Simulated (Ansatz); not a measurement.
Input, command and steps of an Ansatz relaxation.

```yaml
crystal:
  lattice:
    - [-1.7555117806, 1.7555117806, 4.6383883157]
    - [1.7555117806, -1.7555117806, 4.6383883157]
    - [1.7555117806, 1.7555117806, -4.6383883157]
  atoms:
    - { symbol: "Y", position: [0.0, 0.0, 0.0] }
    - { symbol: Co, position: [0.75, 0.25, 0.5] }
    - { symbol: Co, position: [0.25, 0.75, 0.5] }
    - { symbol: B, position: [0.3502274279, 0.3502274279, 0.0] }
    - { symbol: B, position: [0.6497725721, 0.6497725721, 0.0] }
basis:
  ecutwfc: 420
kpoints:
  mp_grid: { grid: [14, 14, 14] }
hamiltonian:
  xc: pbesol
scf:
  occupations: { method: gaussian, width: 0.1 }
output:
  forces: true
  stress: true
  eigenvalues: true
  write_density: true
  write_potential: true
  elf: true
  volumetric_format: npy
relax:
  adjacent_minimum: "off"
  f_tol: 0.005
  max_steps: 80
  cell: { stress_tol: 0.05 }
```

```bash
ansatz run input.yaml --threads 1 --pin off --max-ram 2560MiB --backend cpu --events-out ev --progress --plain --runs-dir out
```

Computed with DFT PBEsol, scalar-relativistic, plane waves, PAW in Ansatz 0.2.0.

Of 5 frames 4 are shown, positions in Å and forces in eV/Å; the SCF threshold varies from step to step. Steps run on the plane waves of an earlier cell, with a Pulay correction in the pressure. The basis is chosen afresh for the last frame, the zero of the energies, and at times for earlier ones too; energy and pressure step there, also at an unchanged geometry. Spin polarisation was left out; whether the Co atoms would carry moments isn't shown by this run.

```xyz
5
Lattice="-1.7555 1.7555 4.6384 1.7555 -1.7555 4.6384 1.7555 1.7555 -4.6384" Properties=species:S:1:pos:R:3:forces:R:3 pbc="T T T" step=1 free_energy_over_end_meV_per_atom=0.03 pressure_GPa=-0.11
Y     0.0000    0.0000    0.0000    0.0000    0.0000    0.0000
Co    0.0000    1.7555    2.3192    0.0000    0.0000    0.0000
Co    1.7555    0.0000    2.3192    0.0000    0.0000    0.0000
B     0.0000    0.0000    3.2490    0.0000    0.0000   -0.0360
B     0.0000    0.0000    6.0278    0.0000    0.0000    0.0360
5
Lattice="-1.7557 1.7557 4.6406 1.7557 -1.7557 4.6406 1.7557 1.7557 -4.6406" Properties=species:S:1:pos:R:3:forces:R:3 pbc="T T T" step=2 free_energy_over_end_meV_per_atom=0.02 pressure_GPa=-0.16
Y     0.0000    0.0000    0.0000    0.0000    0.0000    0.0000
Co    0.0000    1.7557    2.3203    0.0000    0.0000    0.0000
Co    1.7557    0.0000    2.3203    0.0000    0.0000    0.0000
B     0.0000    0.0000    3.2486    0.0000    0.0000   -0.0253
B     0.0000    0.0000    6.0327    0.0000    0.0000    0.0253
5
Lattice="-1.7552 1.7552 4.6389 1.7552 -1.7552 4.6389 1.7552 1.7552 -4.6389" Properties=species:S:1:pos:R:3:forces:R:3 pbc="T T T" step=3 free_energy_over_end_meV_per_atom=0.01 pressure_GPa=0.19
Y     0.0000    0.0000    0.0000    0.0000    0.0000    0.0000
Co    0.0000    1.7552    2.3195    0.0000    0.0000    0.0000
Co    1.7552    0.0000    2.3195    0.0000    0.0000    0.0000
B     0.0000    0.0000    3.2439    0.0000    0.0000    0.0133
B     0.0000    0.0000    6.0340    0.0000    0.0000   -0.0133
5
Lattice="-1.7556 1.7556 4.6409 1.7556 -1.7556 4.6409 1.7556 1.7556 -4.6409" Properties=species:S:1:pos:R:3:forces:R:3 pbc="T T T" step=5 free_energy_over_end_meV_per_atom=0.00 pressure_GPa=0.00
Y     0.0000    0.0000    0.0000    0.0000    0.0000    0.0000
Co    0.0000    1.7556    2.3205    0.0000    0.0000    0.0000
Co    1.7556    0.0000    2.3205    0.0000    0.0000    0.0000
B     0.0000    0.0000    3.2460    0.0000    0.0000    0.0001
B     0.0000    0.0000    6.0358    0.0000    0.0000   -0.0001
```

Time: 67 s on 1 thread of Intel(R) Xeon(R) 6975P-C (Granite Rapids), with other jobs on the host, peak memory 0.7 GiB.